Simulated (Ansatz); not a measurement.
**YTlO2: energy along a strain**

YTlO2, R-3m, a = 3.512 Å, c = 19.502 Å (as given, not relaxed at this level: -8.3 GPa, forces to 0.37 eV/Å). The structure is a Materials Project entry; whether it is the stable form wasn't checked. Ansatz: LDA, PAW, 420 eV, Γ-centred 9×9×9 mesh on 4 atoms, Gaussian smearing 0.05 eV; no spin polarisation. Cell vectors (Å): 1.756 1.014 6.501; -1.756 1.014 6.501; 0.000 -2.028 6.501. The cell is strained by x per cent times the pattern (0 0 1 0 0 0) in the order xx yy zz yz xz xy (engineering shears), with fractional coordinates held. y is the free energy over the start, V0 = 17.364 Å³/atom. Points with a strain past 8.5 % were computed too (3) and aren't used here.

| x (%) | y (meV/atom) |
| --- | --- |
| -7.50 | ? |
| -5.00 | -22.83 |
| -2.50 | -16.23 |
| 0.00 | 0.00 |
| 2.50 | 25.23 |
| 5.00 | 58.82 |
| 7.50 | 100.17 |

**Question.** Fit y = c1 x + c2 x² + c3 x³ to the other rows, get the stiffness along the pattern, and predict the missing energy.

**Answer.** Least squares on the rows shown. y = 8.3325 x + 0.71987 x² − 0.0066777 x³. The clamped-ion stiffness p·C·p = 2 × 7.199 eV × 160.2 / 17.364 Å³ = 133 GPa, which is C33 in these axes (second derivative at the start, which stands under stress). At x = -7.50 the fit asked for gives -19.18 meV/atom. The run gave -19.17 meV/atom, so the fit is 0.01 meV/atom too low, a small miss on the scale of the series.

Spin–orbit coupling is left out, which can shift energies with elements as heavy as these.